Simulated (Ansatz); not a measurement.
# MgB2 (P6/mmm): phonons

Level of theory: PBEsol, PAW on Ansatz 0.2.0's default frozen-core files (fitted under PBE), scalar-relativistic.

The cell is the relaxed one with its volume scaled by 0.98.

Launched as:

```sh
ansatz run input.yaml --threads 2 --pin off --max-ram 6144MiB --backend cpu --events-out ev --progress --plain --runs-dir out
```

input.yaml:

```yaml
crystal:
  lattice:
    - [3.04706845287, 0.0, 0.0]
    - [-1.52353422644, 2.63883868726, 0.0]
    - [0.0, 0.0, 3.46460713054]
  atoms:
    - { symbol: Mg, position: [0.0, 0.0, 0.0] }
    - { symbol: B, position: [0.333333333333, 0.666666666667, 0.5] }
    - { symbol: B, position: [0.666666666667, 0.333333333333, 0.5] }
kpoints:
  mp_grid: { grid: [10, 10, 8] }
scf:
  occupations: { method: fermi_dirac, width: 0.1 }
hamiltonian:
  xc: pbesol
  pseudopotentials: { kind: paw }
phonons:
  qmesh: [2, 2, 2]
  qpath:
    path:
      - [0.0, 0.0, 0.0]
      - [0.5, 0.0, 0.0]
      - [0.3333333333, 0.3333333333, 0.0]
      - [0.0, 0.0, 0.0]
      - [0.0, 0.0, 0.5]
      - [0.5, 0.0, 0.5]
      - [0.3333333333, 0.3333333333, 0.5]
      - [0.0, 0.0, 0.5]
      - [0.5, 0.0, 0.5]
    npoints: 6
  temperatures: { t_min: 0, t_max: 1000, t_step: 100 }
```

The program printed:

```
Warning: phonons: the dynamical matrix that this run interpolates holds no multipole term above the dipole-dipole one, and a site of this crystal is no centre of inversion, so its interpolated transverse optical and acoustic branches and sound speeds can stay off near Gamma, and the density of states and the thermodynamics with them. What a run solves at a wave vector of phonons.qpoints, Gamma apart, where the deck ...
Warning: RAYON_NUM_THREADS=2 ignored (pool sized by the plan → 2); use --threads N
Engine: ansatz 0.2.0, x86_64-unknown-linux-gnu
Pseudopotentials: kind: paw
Pseudopotential: Mg, paw, valence charge 10, recommended cutoff 420 eV (normal), Mg.paw.azcp
Pseudopotential: B, paw, valence charge 3, recommended cutoff 420 eV (normal), B.paw.azcp
Functional definition: PBEsol
  exchange = pbesol_x
  correlation = pbesol_c
Crystal: 12 atoms, lattice volume = 111.432 Å³
Basis set: ecut = 420 eV, 2177 PW (Γ), FFT grids on a1, a1+a2, a3, exchange–correlation on 48×72×96 points (8 copies of the dense FFT grid, shifted against one another)
Bands: 40, of which v1, the nominal top of the filled ones, is band 32 counted from 1 (31 counted from 0)
Symmetry: 32 space group operations
k-points: 54 of 200
Non-local potential: Mg, projectors of the file, l = 0: 3, l = 1: 2, l = 2: 1
Non-local potential: B, projectors of the file, l = 0: 2, l = 1: 2, l = 2: 1
PAW form: soft (Blöchl's): semilocal exchange-correlation on the pseudo side does not see the compensation charge
PAW frozen core: Mg, regenerated for the run's functional, and the local potential with it (the file was generated under x = pbe(κ = 0.804, μ = 0.2195149727645171), c = pbe(β = 0.06672455060314922))
PAW frozen core: B, regenerated for the run's functional, and the local potential with it (the file was generated under x = pbe(κ = 0.804, μ = 0.2195149727645171), c = pbe(β = 0.06672455060314922))
PAW one-centre angular grid: Mg, 110 points (default); XC on 64 Gauss nodes
PAW one-centre angular grid: B, 110 points (default); XC on 64 Gauss nodes
Initial density: handed on by an earlier stage of this run
Initial wavefunctions: those handed on with the density
Functional: x = pbesol(κ = 0.804, μ = 0.12345679012345678), c = pbesol(β = 0.046)
SCF iter   1: F=—  HF=-8871.175324 eV  |F-HF|=—  |Δ(HF+E_count)|=         —  Δρ=7.70e-8  dr2=6.75e-12  ethr=1.00e-12  ⟨swp⟩=5.2  Hψ=6579  notcnv=0
preconditioner: auto → Kerker (q_TF=auto, 2.487 Å⁻¹)  [metal: Δε(μ)=0.045 eV  Ē_g=9.225 eV  σ=0.100 eV  W_gap=0.11  n_scr=26 (ndim 8)  ℏωp=19.9 eV  f_vac=0.000  D(μ)=2.92/eV (n_scr^D=16)]
SCF iter   2: F=-8871.175324 eV  HF=-8871.175324 eV  |F-HF|=1.82e-12  |Δ(HF+E_count)|=    0.00e0  Δρ=4.78e-8  dr2=2.64e-12  ethr=1.00e-12  ⟨swp⟩=3.0  Hψ=4940  notcnv=0
SCF 1 converged in 2 iterations: F = -8871.175324 eV  dr2 = 2.64e-12
  greatest PAW one-centre occupation: 1.000 electrons in one spin orbital (limit 2), on the Mg atom at site 9 (counted from 0), in its partial waves of l = 0
Crystal: 3 atoms, lattice volume = 27.858 Å³
Basis set: ecut = 420 eV, 539 PW (Γ), exchange–correlation on 48×48×48 points (8 copies of the dense FFT grid, shifted against one another)
[... 33 lines left out ...]
SCF iter   8: F=-8871.175286 eV  HF=-8871.175286 eV  |F-HF|=0.00e0  |Δ(HF+E_count)|=  1.82e-12  Δρ=1.84e-8  dr2=4.70e-13  ethr=1.00e-12  ⟨swp⟩=5.0  Hψ=16046  notcnv=0
SCF 4 converged in 8 iterations: F = -8871.175286 eV  dr2 = 4.70e-13
iter 1 solved again at ethr=3.71e-12 eV; its pass at ethr=3.10e-3 eV (dr2=2.38e-9 eV) is discarded
SCF iter   1: F=—  HF=-8871.175175 eV  |F-HF|=—  |Δ(HF+E_count)|=         —  Δρ=1.54e-6  dr2=1.79e-9  ethr=3.71e-12  ⟨swp⟩=2.2  Hψ=15464  notcnv=0  defer=22
preconditioner: auto → Kerker (q_TF=auto, 2.487 Å⁻¹)  [metal: Δε(μ)=0.003 eV  Ē_g=9.221 eV  σ=0.100 eV  W_gap=0.01  n_scr=26 (ndim 8)  ℏωp=19.9 eV  f_vac=0.000  D(μ)=2.92/eV (n_scr^D=16)]
SCF iter   2: F=—  HF=-8871.175286 eV  |F-HF|=—  |Δ(HF+E_count)|=   1.11e-4  Δρ=8.27e-7  dr2=5.55e-10  ethr=2.80e-12  ⟨swp⟩=2.8  Hψ=7558  notcnv=0  defer=22
SCF iter   3: F=—  HF=-8871.175286 eV  |F-HF|=—  |Δ(HF+E_count)|=  7.64e-11  Δρ=3.78e-7  dr2=1.15e-10  ethr=1.00e-12  ⟨swp⟩=2.4  Hψ=6012  notcnv=0  defer=22
SCF iter   4: F=-8871.175286 eV  HF=-8871.175286 eV  |F-HF|=5.46e-12  |Δ(HF+E_count)|=  1.09e-11  Δρ=4.84e-8  dr2=2.76e-12  ethr=1.00e-12  ⟨swp⟩=4.9  Hψ=17586  notcnv=0
SCF 5 converged in 4 iterations: F = -8871.175286 eV  dr2 = 2.76e-12
SCF converged after 2 iterations
Free energy (F): -8871.175324 eV
Harris-Foulkes:  -8871.175324 eV  (|F-HF|=1.82e-12)
Internal energy: -8871.080895 eV  (E = F + TS)
E sigma→0 (E₀):  -8871.128109 eV
Entropy (-TS):   -0.094429 eV (-7.869 meV/atom)
Fermi energy:    9.660108 eV
--- Per-component energies (eV) ---
  E_band       = -1139.495319
  E_kinetic    = 702.729760
  E_local      = -6009.852833  (includes V_loc(G=0)·N_el)
  E_nonlocal   = 475.461385
  E_hartree    = 2138.398840
  E_xc         = -377.182821
  E_vxc        = -462.361440  (∫ρ·V_xc dr)
  E_paw        = -1725.521433  (= ΣΔE_a)
  E_vpaw       = -122.269831  (= ΣTr[D̂ρ^β])
  E_aug_tail   = -0.000024  (compensation charges beyond the density's cutoff)
  E_ewald      = -4075.466904
  E_core_change = 0.353137  (= ΣΔE_core)
  E_smearing   = -0.094429  (= −TS)
  E_closure    = 0.000000  (closes the sum)
  Σ components = -8871.175324   (vs F -8871.175324, Δ=0.00e0)
--- Forces (eV/Å), atoms counted from 1 ---
  atom   1  Mg     0.00000000     0.00000000     0.00000000
  atom   2  B     -0.00000000    -0.00000013    -0.00000000
  atom   3  B      0.00000000     0.00000013     0.00000000
  atom   4  Mg     0.00000000    -0.00000000     0.00000000
  atom   5  B     -0.00000000    -0.00000013    -0.00000000
  atom   6  B      0.00000000     0.00000013     0.00000000
  atom   7  Mg     0.00000000    -0.00000000     0.00000000
  atom   8  B     -0.00000000    -0.00000013    -0.00000000
  atom   9  B      0.00000000     0.00000013     0.00000000
  atom  10  Mg     0.00000000     0.00000000    -0.00000000
  atom  11  B     -0.00000000    -0.00000013    -0.00000000
  atom  12  B      0.00000000     0.00000013     0.00000000
  max |Σ_I F_I| component: 1.04e-17 eV/Å
--- Phonons: 3 displaced members + reference (amplitude 0.0025 Å, Σ member SCF iterations 19) ---
  symmetry images taken by strict's conditions (phonons.symmetry_images: auto; settled by no image being taken that strict refuses)
  ASR residual: 1.517e-4 → 0.000e0 eV/Å²; symmetrization residual: 5.026e-5 eV/Å²
  largest component of a force at the reference: 1.3e-7 eV/Å
  ASR residual per site (eV/Å²): 1.09e-4 1.52e-4 1.52e-4
  Γ frequencies (cm⁻¹): 0.00 0.00 0.00 352.87 352.87 423.80 540.75 540.75 704.38
--- Phonons (by wavevector): 4 wavevectors in 1 supercell ---
  supercell 1 (4 cells, vectors [1, 0, 0], [0, 2, 0], [0, 0, 2] in multiples of the cell's): 3 displaced members by 0.0025 Å; free energy -8871.175324 eV; taken off its force constants: by the sum rule 1.5e-4, by the ...
  q = [0.0000, 0.0000, 0.0000] (star 1, supercell 1; hermiticity 1.63e-17, symmetrization 1.27e-5): -0.00 0.00 0.00 352.87 352.87 423.80 540.75 540.75 704.38
  q = [0.0000, 0.0000, -0.5000] (star 1, supercell 1; hermiticity 3.13e-17, symmetrization 1.42e-5): 240.35 240.35 244.96 244.96 329.61 397.18 433.22 433.22 637.09
  q = [0.0000, -0.5000, 0.0000] (star 3, supercell 1; hermiticity 1.33e-16, symmetrization 4.81e-16): 266.64 279.82 344.72 441.00 465.91 510.86 756.94 766.46 773.42
  q = [0.0000, -0.5000, -0.5000] (star 3, supercell 1; hermiticity 1.62e-16, symmetrization 4.81e-16): 270.48 287.12 312.58 468.48 504.12 540.20 773.57 774.98 783.53
  joined force constants: q→R imaginary residual 1.17e-17
  density of states and harmonic sums: on the 24×24×18 q-mesh, interpolated from the force constants of a 2×2×2 supercell (no non-analytic term)
  largest difference from the sums on the solved wave vectors: F 3.42e-2 eV, S 6.66e-5 and C_V 3.22e-5 eV/K
```

The calculation finished and met its thresholds.

Zone-centre phonons:

Harmonic phonons of a crystal by Kohn-Sham DFT at the given cell, standard atomic masses, acoustic sum rule imposed; negative wavenumbers are unstable modes; optical zone-centre levels upwards with Mulliken labels, activity, and the element with most of the kinetic energy.

- Point group: 6/mmm

| number | phonon wavenumber (cm⁻¹) | label | infrared | raman | lead element |
| --- | --- | --- | --- | --- | --- |
| 1 | 352.9 | E1u | yes | no | B |
| 2 | 423.8 | A2u | yes | no | B |
| 3 | 540.8 | E2g | no | yes | B |
| 4 | 704.4 | B1g | no | no | B |

### Harmonic thermodynamics

Sums over wave vectors interpolated from the q mesh.

| Item | Value |
| --- | --- |
| Zero point energy | 89.97 meV/atom |

```
temperature (K)  phonon heat capacity (k_B/atom)  phonon entropy (k_B/atom)  phonon free energy (meV/atom)
            100                           0.3979                     0.1322                          89.71
            200                            1.318                     0.6991                          86.31
            300                            1.947                      1.363                          77.41
            400                             2.31                      1.978                          62.96
            500                            2.523                      2.519                          43.54
            600                            2.653                      2.991                          19.75
            700                            2.738                      3.407                          -7.85
            800                            2.796                      3.776                         -38.83
            900                            2.836                      4.108                         -72.82
           1000                            2.866                      4.409                         -109.5
```

Phonons on the q mesh:

One row a degenerate set, branches counted upwards.

```json
{
  "Unstable phonons": "no"
}
```

```csv
point,q a (r.l.u.),q b (r.l.u.),q c (r.l.u.),branch,phonon wavenumber (cm⁻¹),degeneracy
Gamma,0,0,0,4,352.9,2
Gamma,0,0,0,6,423.8,1
Gamma,0,0,0,7,540.8,2
Gamma,0,0,0,9,704.4,1
M,0.5,0,0,1,266.6,1
M,0.5,0,0,2,279.8,1
M,0.5,0,0,3,344.7,1
M,0.5,0,0,4,441,1
M,0.5,0,0,5,465.9,1
M,0.5,0,0,6,510.9,1
M,0.5,0,0,7,756.9,1
M,0.5,0,0,8,766.5,1
M,0.5,0,0,9,773.4,1
A,0,0,0.5,1,240.4,2
A,0,0,0.5,3,245,2
A,0,0,0.5,5,329.6,1
A,0,0,0.5,6,397.2,1
A,0,0,0.5,7,433.2,2
A,0,0,0.5,9,637.1,1
L,0.5,0,0.5,1,270.5,1
L,0.5,0,0.5,2,287.1,1
L,0.5,0,0.5,3,312.6,1
L,0.5,0,0.5,4,468.5,1
L,0.5,0,0.5,5,504.1,1
L,0.5,0,0.5,6,540.2,1
L,0.5,0,0.5,7,773.6,1
L,0.5,0,0.5,8,775,1
L,0.5,0,0.5,9,783.5,1
```

Limits of these numbers: frozen-core PAW files fitted under PBE, their cores solved anew for the functional of the run; responses of metals move with mesh and smearing; cell scaled away from its relaxed volume; activity by symmetry alone, a metal screens infrared modes; coarse q mesh.

Time and hardware: 25 s on 2 threads of Intel(R) Xeon(R) Platinum 8559C (Emerald Rapids) (shared host), peak memory 0.72 GiB.
